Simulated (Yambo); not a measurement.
## How GW settings move the gap: CaAlSiH

G0W0@PBEsol for CaAlSiH (space group P3m1, No. 156) in Yambo. Reference settings: 3×3×4 Γ-centred k mesh, bands 2 to 123 and a 8 Ry block in the screening, 123 bands in G with the Bruneval-Gonze terminator, plasmon pole fitted at 27.2 eV. The PBEsol gap A → (0, 0.333, 0.25) on this mesh is 0.42 eV; G0W0 gaps are taken between the same points.

| change from the reference | G0W0 gap A → (0, 0.333, 0.25) (eV) | shift of the valence edge (eV) | rough Yambo cost |
|---|---|---|---|
| reference settings | 1.07 | -0.56 | 1 |
| 43 bands in W, 43 bands in G | 1.05 | -0.28 | about 1/3 |
| 77 bands in W, 77 bands in G | 1.07 | -0.47 | within a factor of two |
| 43 bands in G | 1.06 | -0.49 | – |
| 77 bands in G | 1.07 | -0.54 | – |
| 54 bands in W | 1.07 | -0.41 | about 1/2 |
| 2 Ry block | 0.86 | -0.11 | about 1/2 |
| 3 Ry block | 0.86 | -0.22 | within a factor of two |
| 7 Ry block | 1.06 | -0.54 | within a factor of two |
| pole fitted at 15 eV | 1.04 | -0.45 | – |
| no random integration | 1.07 | -0.47 | – |
| 43 bands in G, no terminator | 1.00 | -0.11 | – |
| 77 bands in G, no terminator | 1.05 | -0.39 | – |
| no terminator | 1.07 | -0.50 | – |

The reference isn't shown to be the converged limit. Costs are rough (shared machines), scaled to the same edge states, and given only for runs that recompute the screening. The mesh misses a band edge: along a dense path the PBEsol gap is 0.14 eV against 0.42 eV on the mesh.

Geometry relaxed with PBEsol; primitive cell a = b = 4.124 Å, c = 4.533 Å, α = β = 90.00°, γ = 120.00°.

The structure is a Materials Project entry; no match was found in the copy of COD used, and its stability was not checked.

A shift is the quasiparticle energy of the state minus its PBEsol energy.
